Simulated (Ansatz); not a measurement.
La (hcp (Mg type), P6_3/mmc) under volume change, the program Ansatz at the PBEsol level (PAW), shape and atoms relaxed at each volume.

```
V (Å³/atom)  E − E(relaxed) (meV/atom)  P (GPa)
-----------  -------------------------  -------
31.426                            24.5     2.58
32.462                             [?]      [?]
33.498                             2.7     0.83
34.534                             0.0     0.00
35.570                             2.5    -0.78
36.606                             [?]      [?]
37.642                            21.6    -2.13
```

Fill in the missing entries.


- 32.462, E − E(relaxed) (meV/atom): 10.8
- 32.462, P (GPa): 1.68
- 36.606, E − E(relaxed) (meV/atom): 9.9
- 36.606, P (GPa): -1.48

What does a third-order Birch–Murnaghan fit give for V₀, B₀ and B′?

V₀ = 34.53 Å³/atom, B₀ = 26.3 GPa, B′ = 1.2.

The workflow started from an entry of the Crystallography Open Database (COD). Its sites differ from those of the usual phase in this space group: another stacking or structure type. The cell was relaxed with PBEsol under the symmetry of its start; its stability against distortions is not shown here. Scalar-relativistic: spin–orbit coupling is off unless named, which matters more the heavier the elements.

Potentials: the earlier of the program's two PAW sets. The files were generated under PBE; for other functionals the program regenerates the frozen cores, and for LDA and PBEsol the local potential too.
